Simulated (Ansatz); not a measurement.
Level of theory: DFT PBE, scalar-relativistic, plane waves, PAW in Ansatz. All cells share a 420 eV cutoff and Γ-centred k meshes spaced at most about 0.3 Å⁻¹ (about 0.25 or finer for metals, 2π included). No spin polarisation in the final relaxations.

All energies are static (0 K, no zero-point motion). All come from trial cells, and lower structures may exist.

Problem. These unrelaxed guesses for HfBi3O are each relaxed within their symmetry. Order them by the energy at which they end, lowest first.
A.

```
Hf Bi O
1.0
     4.98596    0.00000    0.00000
     0.00000    4.98596    0.00000
     0.00000    0.00000    4.98596
Hf Bi O
1 3 1
Direct
  0.00000 0.00000 0.00000
  0.50000 0.00000 0.50000
  0.50000 0.50000 0.00000
  0.00000 0.50000 0.50000
  0.50000 0.50000 0.50000
```

B.

```
Hf Bi O
1.0
     4.67618    0.00000    0.00000
    -2.33809    4.04969    0.00000
     0.00000    0.00000    7.09167
Hf Bi O
1 3 1
Direct
  0.00000 0.00000 0.00000
  0.50000 0.00000 0.50000
  0.00000 0.50000 0.50000
  0.50000 0.50000 0.50000
  0.00000 0.00000 0.50000
```

C.

```
Hf Bi O
1.0
     4.63146    0.00000    0.00000
     0.00000    4.63146    0.00000
     0.00000    0.00000    4.65253
Hf Bi O
1 3 1
Direct
  0.50000 0.50000 0.49000
  0.50000 0.50000 0.01900
  0.50000 0.00000 0.51700
  0.00000 0.50000 0.51700
  0.00000 0.00000 0.00000
```

D.

```
Hf Bi O
1.0
     4.59885    0.00000    0.00000
    -2.29942    3.98272    0.00000
     0.00000    0.00000    8.12144
Hf Bi O
1 3 1
Direct
  0.00000 0.00000 0.00000
  0.50000 0.00000 0.00000
  0.00000 0.50000 0.00000
  0.50000 0.50000 0.00000
  0.00000 0.00000 0.50000
```

Solution. D (ends in P6/mmm, 0 meV/atom), B (ends in P6/mmm, 232 meV/atom), A (ends in Pm-3m, antiperovskite type, 0.59 eV/atom), C (ends in P4/mmm, 0.93 eV/atom).

Spin–orbit coupling, which can matter for Bi and Hf, is left out. A magnetic state wasn't ruled out in cells without spin, among them P6/mmm at 29.4 Å³/atom, P6/mmm at 28.6 Å³/atom, Pm-3m. Cells relaxed within their symmetry can be saddle points. Some structure types and database cells were kept out of the candidates from the start, so a known form may be missing.
